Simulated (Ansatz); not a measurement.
V:
```yaml
crystal:
  lattice:
    - [-1.49092, 1.49092, 1.49092]
    - [1.49092, -1.49092, 1.49092]
    - [1.49092, 1.49092, -1.49092]
  atoms:
    - { symbol: V, position: [0.00000, 0.00000, 0.00000] }
```

Relaxed with r²SCAN. Special points in fractions of this cell's reciprocal vectors: Γ (0.000, 0.000, 0.000); H (0.500, -0.500, 0.500); N (0.000, 0.000, 0.500); P (0.250, 0.250, 0.250).

Task: List the band energies nearest the Fermi level at these points for plane-wave PAW r²SCAN (Ansatz code).

Result: In eV from the Fermi level; about four levels below and three above (degenerate sets whole), none deeper than 8.9 eV; … stands for higher levels left out; points with the same levels are listed once.

```csv
k,below,above
Γ,-7.09,0.49 0.49 0.49
H,-3.18 -3.18,…
N,-3.39 -1.17,1.57 2.69 …
P,-1.23 -1.23 -1.23,…
```

Space group Im-3m (bcc (W type)). The cell was relaxed with r²SCAN under the symmetry of its start. The workflow began spin-polarised and lost its moments.

Potentials: the later of the program's two PAW sets.
